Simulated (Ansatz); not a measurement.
This cell of Ge (diamond) is off equilibrium:

```xyz
4
Lattice="0.0000 5.6744 5.6744 2.8372 0.0000 2.8372 2.8372 2.8372 0.0000" Properties=species:S:1:pos:R:3 pbc="T T T"
Ge     2.8800     2.7592     2.9580
Ge     2.7944     5.7524     5.5536
Ge     4.2130     4.3338     4.1350
Ge     4.2986     7.0150     7.2138
```

These are r2SCAN (plane waves to 500 eV, PAW, scalar-relativistic; Ansatz, an electronic-structure program) values and carry that method's errors. k mesh 5×10×10 (Γ-centred), Fermi-Dirac smearing 0.05 eV. Stress and pressure are positive under compression. As the smearing reaches across the gap at some points, energies and forces of such displacements shift with the k mesh and the smearing. Ge was relaxed with its symmetry unable to fall.

### Question
What forces act on the atoms (eV/Å, Cartesian)?

### Answer
```csv
atom,Fx,Fy,Fz
Ge1,-0.002,1.199,-2.137
Ge2,2.014,-2.312,2.893
Ge3,0.002,-1.199,2.137
Ge4,-2.014,2.312,-2.893
```

### Question
What is the stress tensor (GPa)?

### Answer
```
    4.7     -1.7      1.3
   -1.7      3.6     -2.5
    1.3     -2.5      1.7
```
The pressure, a third of the trace, is 3.4 GPa.

(For displaced atoms, the force is minus the slope of the energy, and its curvature is a force constant, which sets phonon frequencies.)
